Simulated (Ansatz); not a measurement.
RuRhN₂:
```cif
data_N2RhRu
_chemical_formula_sum 'Ru1 Rh1 N2'
_space_group_name_H-M_alt 'P 1'
_space_group_IT_number 1
_cell_length_a 6.57751
_cell_length_b 6.57751
_cell_length_c 6.57751
_cell_angle_alpha 24.504
_cell_angle_beta 24.504
_cell_angle_gamma 24.504
loop_
_space_group_symop_operation_xyz
  'x, y, z'
loop_
_atom_site_label
_atom_site_type_symbol
_atom_site_fract_x
_atom_site_fract_y
_atom_site_fract_z
_atom_site_occupancy
Ru1 Ru 0.50000 0.50000 0.50000 1
Rh1 Rh 0.00000 0.00000 0.00000 1
N1 N 0.89957 0.89957 0.89957 1
N2 N 0.10043 0.10043 0.10043 1
```
The run is spin-polarised; directions of the spins, atom by atom: ↑ 0 0 0.

Relaxed with r²SCAN.

Which orbitals make up the states near the Fermi level in plane-wave PAW r²SCAN (Ansatz code)?

Within 0.5 eV of the Fermi level: Ru 4d 34 %, Rh 4d 33 %, N 2p 28 %. Projections are on Löwdin-orthogonalised atomic valence shells; empty p or d shells of many metals are not among them.

Tabulate the density of states.

States/eV per cell of 4 atoms, in 0.25 eV bins, energy from the Fermi level.

```csv
E (eV),total,N 2p,Rh 4d,Ru 4d
-7.85,2.03,0.99,0.22,0.70
-7.60,2.55,1.26,0.34,0.81
-7.35,2.49,1.27,0.37,0.74
-7.10,2.72,1.40,0.36,0.85
-6.85,2.65,1.37,0.31,0.87
-6.60,2.55,1.35,0.30,0.81
-6.35,1.64,0.87,0.18,0.53
-6.10,1.42,0.74,0.14,0.46
-5.85,1.90,0.94,0.16,0.70
-5.60,3.05,1.46,0.21,1.25
-5.35,3.53,1.74,0.34,1.25
-5.10,3.38,1.58,0.60,0.93
-4.85,3.26,1.30,0.90,0.80
-4.60,2.77,1.06,0.94,0.61
-4.35,2.49,0.81,1.13,0.38
-4.10,2.69,0.87,1.15,0.45
-3.85,2.39,0.75,1.01,0.45
-3.60,2.91,0.93,1.26,0.54
-3.35,3.25,1.08,1.44,0.58
-3.10,2.38,0.58,1.26,0.44
-2.85,1.80,0.46,0.76,0.51
-2.60,3.22,0.76,1.49,0.80
-2.35,3.91,0.81,1.90,1.00
-2.10,3.05,0.40,1.69,0.83
-1.85,4.03,0.64,2.10,1.13
-1.60,4.49,0.96,2.06,1.26
-1.35,5.47,1.04,2.93,1.31
-1.10,3.33,0.60,1.82,0.77
-0.85,2.11,0.37,1.13,0.49
-0.60,1.87,0.33,0.94,0.49
-0.35,1.86,0.36,0.80,0.58
-0.10,2.55,0.72,0.83,0.85
0.15,3.45,1.00,0.99,1.27
0.40,3.31,1.10,0.97,1.10
0.65,2.79,0.97,0.61,1.04
0.90,3.02,1.02,0.67,1.12
1.15,2.48,0.88,0.49,0.95
1.40,0.96,0.25,0.29,0.28
1.65,0.37,0.05,0.20,0.02
1.90,0.42,0.06,0.23,0.02
2.15,0.61,0.10,0.32,0.06
2.40,1.36,0.27,0.64,0.19
2.65,0.88,0.20,0.36,0.15
2.90,0.56,0.15,0.07,0.21
3.15,1.19,0.41,0.07,0.50
3.40,1.95,0.79,0.10,0.79
3.65,2.68,1.19,0.15,1.05
3.90,2.76,1.24,0.16,1.05
4.15,2.37,1.08,0.14,0.87
4.40,2.01,0.85,0.09,0.76
4.65,1.46,0.55,0.07,0.55
```

Space group R-3m. The start of the workflow was typed in or built on a structure type; neither database checked (COD, Materials Project) lists it. Its standing as an ambient phase is unchecked. Symmetry was held in the r²SCAN relaxation; its stability against distortions is not shown here. Magnetic state: ferromagnetic, the only order run, not a proven ground state. Its formation energy is positive at this level, so the cell may be metastable or incomplete. Other orbital occupations within this spin state were not tried. No Hubbard U is applied. Scalar-relativistic: spin–orbit coupling is off unless named, which matters more the heavier the elements.

Potentials: the later of the program's two PAW sets.
